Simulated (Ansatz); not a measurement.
CaI2:
```
CELL_PARAMETERS angstrom
      4.48979     0.00000     0.00000
     -2.24490     3.88828     0.00000
      0.00000     0.00000     7.05712
ATOMIC_POSITIONS crystal
  Ca 0.00000 0.00000 0.00000
  I  0.33333 0.66667 0.25021
  I  0.66667 0.33333 0.74979
```

Relaxed with r²SCAN+D4. Independent-particle spectrum: no excitons, no local fields, no scissors shift; 0.1 eV broadening; ε₁ of the summed bands alone.

Q: Tabulate the dielectric function from r²SCAN+D4 in the plane-wave PAW code Ansatz.

A: 

| E (eV) | ε₁ xx | ε₂ xx | ε₁ zz | ε₂ zz |
|---|---|---|---|---|
| 0.0 | 3.83 | 0.00 | 3.72 | 0.00 |
| 0.4 | 3.84 | 0.00 | 3.73 | 0.00 |
| 0.8 | 3.87 | 0.00 | 3.76 | 0.00 |
| 1.2 | 3.91 | 0.00 | 3.80 | 0.00 |
| 1.6 | 3.98 | 0.00 | 3.87 | 0.00 |
| 2.0 | 4.08 | 0.00 | 3.95 | 0.00 |
| 2.4 | 4.21 | 0.00 | 4.07 | 0.00 |
| 2.8 | 4.38 | 0.00 | 4.23 | 0.00 |
| 3.2 | 4.62 | 0.00 | 4.44 | 0.00 |
| 3.6 | 4.95 | 0.00 | 4.73 | 0.00 |
| 4.0 | 5.46 | 0.00 | 5.16 | 0.00 |
| 4.4 | 6.36 | 0.00 | 5.91 | 0.00 |
| 4.8 | 9.09 | 0.59 | 7.78 | 1.33 |
| 5.2 | 5.77 | 7.91 | 7.99 | 2.85 |
| 5.6 | 4.30 | 4.00 | 6.33 | 5.30 |
| 6.0 | 5.49 | 4.25 | 5.34 | 4.85 |
| 6.4 | 5.03 | 5.74 | 4.52 | 6.52 |
| 6.8 | 3.46 | 6.51 | 2.78 | 4.82 |
| 7.2 | 1.27 | 7.13 | 1.99 | 7.83 |
| 7.6 | 1.17 | 5.64 | 0.56 | 5.76 |
| 8.0 | -0.29 | 6.09 | 0.49 | 4.67 |
| 8.4 | -1.54 | 4.00 | -0.32 | 3.73 |
| 8.8 | -0.22 | 2.37 | 0.49 | 3.24 |
| 9.2 | 0.51 | 3.28 | -0.08 | 3.75 |
| 9.6 | -0.58 | 3.88 | -0.21 | 3.57 |
| 10.0 | -0.23 | 2.81 | -0.09 | 2.70 |
| 10.4 | -0.48 | 2.81 | -0.64 | 3.31 |
| 10.8 | -0.43 | 2.50 | -0.48 | 2.41 |
| 11.2 | -1.01 | 2.43 | -0.99 | 2.21 |
| 11.6 | -0.94 | 2.08 | -0.76 | 2.19 |
| 12.0 | -0.98 | 1.37 | -0.99 | 1.49 |

Q: From ε at 5.0 eV (xx: 11.09 + 4.55i), find n, k, the normal reflectivity and the absorption coefficient.

A: n = 3.40, k = 0.670, R = 31 %, α = 2kE/ħc = 340000 cm⁻¹.

With all bands, ε∞ without local fields is 3.89 (xx = yy), 3.79 (zz).

Space group P-3m1 (CdI2 type). The first step of the workflow began from a Materials Project structure, measured or hypothetical; the Crystallography Open Database files this formula in space group No. 164, but the cells were not matched. Whether it is the stable phase at ambient conditions was not checked. Symmetry was held in the r²SCAN+D4 relaxation; whether a distortion lowers the energy is not shown. Scalar-relativistic: spin–orbit coupling is off unless named, which matters more the heavier the elements.

Potentials: the later of the program's two PAW sets.
